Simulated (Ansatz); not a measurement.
Space group P4/mmm (No. 123). a = 2.849 Å, b = 2.849 Å, c = 3.851 Å, α = 90.00°, β = 90.00°, γ = 90.00°
```json
{"atom": "Nb", "site": "1a", "symmetry": "4/mmm", "x": "0.0000", "y": "0.0000", "z": "0.0000"}
{"atom": "Rh", "site": "1d", "symmetry": "4/mmm", "x": "0.5000", "y": "0.5000", "z": "0.5000"}
```

Equation of state of this NbRh structure (not necessarily the ground state), with shape and atoms relaxed at each volume where symmetry leaves them free. It has no gap at any of these volumes. Level of theory: Ansatz, DFT r2SCAN, scalar-relativistic, plane waves, PAW.

Settings: cutoff 500 eV, Γ-centred mesh 14×14×12 on the computed 2-atom cell, Gaussian smearing of 0.10 eV; no spin polarisation.

```json
{"V (Å³/atom)": "14.692", "E − E(largest V) (meV/atom)": "8.57", "P (GPa)": "16.54"}
{"V (Å³/atom)": "15.160", "E − E(largest V) (meV/atom)": "-26.31", "P (GPa)": "7.61"}
{"V (Å³/atom)": "15.629", "E − E(largest V) (meV/atom)": "-37.11", "P (GPa)": "0.00"}
{"V (Å³/atom)": "16.098", "E − E(largest V) (meV/atom)": "-27.34", "P (GPa)": "-6.49"}
{"V (Å³/atom)": "16.567", "E − E(largest V) (meV/atom)": "0.00", "P (GPa)": "-12.02"}
```

Task: Fit a third-order Birch–Murnaghan equation to E(V).

Result: V0 = 15.63 Å³/atom, B0 = 234 GPa, B0' = 4.2.